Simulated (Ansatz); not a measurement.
BiRh (NiAs type, P6_3/mmc) under volume change, plane-wave PAW LDA (Ansatz code), shape and atoms relaxed at each volume.

| V (Å³/atom) | E − E(relaxed) (meV/atom) | P (GPa) |
|---|---|---|
| 18.337 | 88.0 | 17.11 |
| 18.942 | 36.6 | 10.34 |
| 19.546 | 8.6 | 4.70 |
| 20.151 | 0.0 | 0.00 |
| 20.755 | 7.6 | -3.91 |
| 21.360 | 28.7 | -7.15 |
| 21.964 | 60.8 | -9.83 |

### Question
What does a third-order Birch–Murnaghan fit give for V₀, B₀ and B′?

### Answer
V₀ = 20.15 Å³/atom, B₀ = 142 GPa, B′ = 5.1.

The workflow started from a Materials Project entry (that database holds measured and hypothetical structures alike); the Crystallography Open Database files this formula in space group No. 194, but the cells were not matched. Its standing as an ambient phase is unchecked. The cell was relaxed with LDA under the symmetry of its start; whether a distortion lowers the energy is not shown. The run is not spin-polarised. Scalar-relativistic: spin–orbit coupling is off unless named, which matters more the heavier the elements.

Potentials: the later of the program's two PAW sets.
